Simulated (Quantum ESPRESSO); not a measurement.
Al2In3Pt2W in 6 site orders

Calculated results; nothing here was measured. They come from Quantum ESPRESSO 7.5, a public plane-wave density functional program. Each row is one single-point run on a made-up periodic cell of eight metal atoms, with elements, volume, strain and displacements drawn at random and not relaxed, so a cell may be unstable or far from any real phase. There is no spin polarisation or spin-orbit coupling.

Settings: PBE unless stated; PseudoDojo standard norm-conserving files; Fermi-Dirac width 0.25 eV, which means electrons at about 2900 K; cutoff 1143 eV; 6 x 5 x 4 k mesh shifted half a step off Gamma. E is the free energy of the whole cell (internal energy minus TS), so a -TS column is already part of it. Stress is positive in tension, and the pressure P is minus a third of its trace.

Checks: one run of this series was repeated at a higher cutoff and on a denser mesh, which moved values by no more than 0.004 eV, 0.05 GPa and 0.008 eV/Å, and a second program with other atomic files agreed on it to 2 % rms in force and 0.5 GPa in pressure. Known limits: heavy elements are run without spin-orbit coupling, which real alloys of them have; a spin test at this wide smearing found no moment, but such smearing suppresses magnetism that the real alloy may have.

The lattice is face-centred cubic, and the cell vectors in Å are (-4.186, 0.000, 0.000); (0.000, -4.186, 4.186); (0.000, 6.279, 2.093), a volume of 146.67 Å³. The runs put one composition on the same eight displaced sites in different orders. E is counted from run 1, and the rms force is over all 24 components. Nothing is relaxed, so E mixes bonding between neighbours with strain on unrelaxed sites, and it is not an ordering energy.

| run | elements on sites 1 to 8 | E (eV) | -TS (eV) | rms force (eV/Å) | largest force (eV/Å) | P (GPa) |
|---|---|---|---|---|---|---|
| 1 | Al Al In W In Pt In Pt | 0.000 | -0.996 | 0.529 | 1.55 | -1.82 |
| 2 | Pt In Pt Al W Al In In | 0.042 | -1.014 | 0.558 | 1.81 | -1.64 |
| 3 | In Al Pt In Pt Al W In | 0.215 | -1.030 | 0.679 | 2.25 | -1.46 |
| 4 | Pt Al In W Al In Pt In | 0.009 | -0.998 | 0.549 | 1.35 | -1.96 |
| 5 | Al Pt Al In W In Pt In | -0.044 | -1.036 | 0.638 | 2.15 | ? |
| 6 | Pt In Al W Pt In Al In | -0.160 | -0.957 | 0.550 | 1.24 | -2.38 |

## Worked fit

A straight line through the runs shown gives P = -1.90 + 2.47 E GPa with E in eV, an error of 0.50 on the slope and a scatter of 0.13 GPa. At this fixed volume the orders of higher energy tend to have the higher pressure.

## Withheld value

Question: what pressure should run 5 give?

The fit gives -2.01 ± 0.15 GPa. The calculation gave -1.71 GPa.
